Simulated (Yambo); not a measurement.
A G0W0@PBEsol run in Yambo for TlCl (rock salt, space group Fm-3m, No. 225) (4×4×4 Γ-centred k mesh, 186 bands and a 7 Ry block in the screening, 186 bands in G with the Bruneval-Gonze terminator, plasmon pole fitted at 27.2 eV) gives these matrix elements, in eV, at the band edges (L → L):

| state | E0 | <Vxc> | <Σx> | <Σc(E0)> | Z |
|---|---|---|---|---|---|
| valence edge | 0.000 | -14.358 | -17.177 | 1.270 | 0.801 |
| conduction edge | 2.070 | -8.505 | -5.500 | -2.656 | 0.837 |

**Question.** Solve the linearised quasiparticle equation for both states, give the gap, and say how exchange and correlation each act on it.

**Answer.** E = E0 + Z(Σx + Σc − Vxc). Valence: 0.000 + 0.801 × (-17.177 + (1.270) − (-14.358)) = -1.24 eV. Conduction: 2.070 + 0.837 × (-5.500 + (-2.656) − (-8.505)) = 2.36 eV. The gap is 3.60 eV, against 2.07 eV in PBEsol. Replacing Vxc by bare exchange alone would open it by 5.83 eV; correlation takes back 3.93 eV of that, and Z scales what is left. Nearest settings tried, and what they do to the gap: 116 bands in G: -2 meV; 84 bands in W: -73 meV. Not varied: block, mesh. So the settings aren't converged at that level. 

The standard potential for Tl keeps a d shell in the valence without the s and p states of that shell. In tests on such compounds this moved G0W0 gaps by up to about 0.9 eV, so absolute quasiparticle energies here are unreliable; differences between settings are what counts.

Spin-orbit coupling is included.

Geometry of the Materials Project entry, not relaxed at this level; primitive cell a = b = c = 4.5531 Å, α = β = γ = 60.00°.

This is not the ordinary phase of the substance; no match was found in the copy of COD used, and its stability was not checked.
